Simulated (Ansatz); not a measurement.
C: field gradients at two levels of theory

Cell: an entry of the Crystallography Open Database (COD; perhaps a calculated or model structure), its atoms then relaxed with PBE in this cell.

Space group P6_3/mmc (No. 194); a = 2.5221, c = 12.3557 Å, γ = 120.00°.

```csv
site,Wyckoff,site symmetry,x,y,z
C1,4e,3m.,0.0000,0.0000,0.1868
C5,4f,3m.,0.3333,0.6667,0.5207
C9,4f,3m.,0.3333,0.6667,0.6451
```

One atom of each set is listed.

First run. The numbers come from a DFT calculation in Ansatz (PBE, plane waves and PAW, scalar-relativistic, 420 eV cutoff, Γ-centred 14×14×3 k-points, Fermi–Dirac smearing 0.05 eV).

| site | V_zz (10²¹ V/m²) | η |
| --- | --- | --- |
| C1 | 0.20 | 0.00 |
| C5 | -0.044 | 0.00 |
| C9 | -0.065 | 0.00 |

Second run. The same atoms and settings, except that the functional is r2SCAN and the cutoff is 500 eV.

Problem. What does the second run give?

Solution. 

```csv
site,V_zz,η,change of V_zz
C1,0.21,0.00,+0.01
C5,-0.046,0.00,0.00
C9,-0.065,0.00,0.00
```

No V_zz moves by more than 0.01.

For the first run: At this cell the principal stresses reach 7 GPa in size with PBE, which can matter for small gradients.
For the second run: At this cell the principal stresses reach 5 GPa in size with r2SCAN, which can matter for small gradients.
